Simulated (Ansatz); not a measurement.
A structure of La2Ti2O7 relaxed with r2SCAN (plane waves to 500 eV, PAW, scalar-relativistic; Ansatz, a quantum-chemistry and plane-wave program); single points at other levels follow on the same geometry (Ansatz, PAW; HSE06 at 420 eV on a 4×4×4 k-mesh; no spin-orbit coupling). Space group Fd-3m (No. 227).

```xyz
22
Lattice="0.0000 5.2137 5.2137 5.2137 0.0000 5.2137 5.2137 5.2137 0.0000" Properties=species:S:1:pos:R:3 pbc="T T T"
La     1.3034     1.3034     1.3034
La     3.9103     3.9103     1.3034
La     3.9103     1.3034     3.9103
La     1.3034     3.9103     3.9103
Ti     6.5172     6.5172     6.5172
Ti     3.9103     3.9103     6.5172
Ti     3.9103     6.5172     3.9103
Ti     6.5172     3.9103     3.9103
O      9.8752     7.8206     7.8206
O      5.7660     7.8206     7.8206
O      7.8206     9.8752     7.8206
O      7.8206     5.7660     7.8206
O      7.8206     7.8206     9.8752
O      7.8206     7.8206     5.7660
O      5.2137     7.2684     5.2137
O      5.2137     3.1591     5.2137
O      7.2684     5.2137     5.2137
O      3.1591     5.2137     5.2137
O      5.2137     5.2137     3.1591
O      5.2137     5.2137     7.2684
O      0.0000     0.0000     0.0000
O      2.6069     2.6069     2.6069
```

| level | gap (eV) | kind | conduction minimum |
|---|---|---|---|
| r2SCAN | 3.27 | direct | Γ |
| HSE06 | 4.43 | – | Γ |

For this cell size the semilocal gaps come from the SCF mesh and high-symmetry points. No spin polarisation in the result.

The run could not lose the symmetry of its start.

The first start was generated by placing the elements on the sites of a structure type. Materials Project lists a structure of La2Ti2O7 in the same space group, Fd-3m (No. 227); the sites were not compared with it, nor with measured phases.
